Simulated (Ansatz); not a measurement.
This cell of HfO2 (fluorite) is off equilibrium:

```
CELL_PARAMETERS angstrom
      0.00000     5.05889     5.05889
      2.52945     2.52945     5.05889
      2.52945     2.52945     0.00000
ATOMIC_POSITIONS crystal
  Hf 0.00000 0.00000 0.00000
  Hf 0.50000 0.00000 0.00000
  O  0.00000 0.23550 0.26450
  O  0.50000 0.26450 0.23550
  O  0.00000 0.73550 0.76450
  O  0.50000 0.76450 0.73550
```

Level of theory: r2SCAN (plane waves to 500 eV, PAW, scalar-relativistic; Ansatz, a first-principles code). k mesh 11×11×11 (Γ-centred), Fermi-Dirac smearing 0.05 eV. Stress and pressure are positive under compression. HfO2 is run without spin polarisation. HfO2 was relaxed with its symmetry unable to fall. Spin-orbit coupling is left out, though Hf is heavy. The PAW data are Ansatz's earlier set. This is a high-temperature form of HfO2.

### Question
Predict the force on every atom, in eV/Å.

### Answer
```json
[
 {"atom": "Hf1", "Fx": "0.000", "Fy": "0.000", "Fz": "0.000"},
 {"atom": "Hf2", "Fx": "0.000", "Fy": "0.000", "Fz": "0.000"},
 {"atom": "O3", "Fx": "0.000", "Fy": "0.000", "Fz": "-0.197"},
 {"atom": "O4", "Fx": "0.000", "Fy": "0.000", "Fz": "0.197"},
 {"atom": "O5", "Fx": "0.000", "Fy": "0.000", "Fz": "-0.197"},
 {"atom": "O6", "Fx": "0.000", "Fy": "0.000", "Fz": "0.197"}
]
```

### Question
Give the stress tensor in GPa and the pressure.

### Answer
```
    0.1      0.0      0.0
    0.0      0.1      0.0
    0.0      0.0      1.3
```
The pressure, a third of the trace, is 0.5 GPa.

(A displaced cell: forces are minus the slopes of the energy, force constants its curvatures, and phonons follow from these.)
